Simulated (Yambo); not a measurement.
Cs$_{2}$WO$_{2}$F$_{4}$ (space group C2/m, No. 12), G0W0@PBEsol in Yambo with this input:

```
rim_cut
gw0
dyson
el_el_corr
HF_and_locXC
ppa
em1d
RandQpts= 1000000
RandGvec= 1 Ry
EXXRLvcs= 84 Ry
VXCRLvcs= 336 Ry
Chimod= "HARTREE"
% BndsRnXp
 2 | 320 |
%
NGsBlkXp= 8 Ry
% LongDrXp
 1.0 | 1.0 | 1.0 |
%
PPAPntXp= 27.2114 eV
% GbndRnge
 1 | 320 |
%
GTermKind= "BG"
DysSolver= "n"
ExtendOut
```

On a 2×2×2 mesh, with wavefunctions cut at 84 Ry, the gap ((0, -0.5, -0.5) → (-0.5, -0.5, 0)) is 5.489 eV and the valence edge shifts by -1.241 eV.

Problem. What happens with this change: pole fitted at 55 eV?

Solution. The gap rises by 0.073 eV, to 5.562 eV; the shift of the valence edge becomes -1.341 eV. Neither run is shown to be the converged limit.

Spin-orbit coupling is not included.

Geometry of the Materials Project entry, not relaxed at this level; primitive cell a = 6.343 Å, b = 6.343 Å, c = 4.970 Å, α = 91.21°, β = 91.21°, γ = 58.62°.

The structure is a Materials Project entry; no match was found in the copy of COD used, and its stability was not checked.

A shift is the quasiparticle energy of the state minus its PBEsol energy.
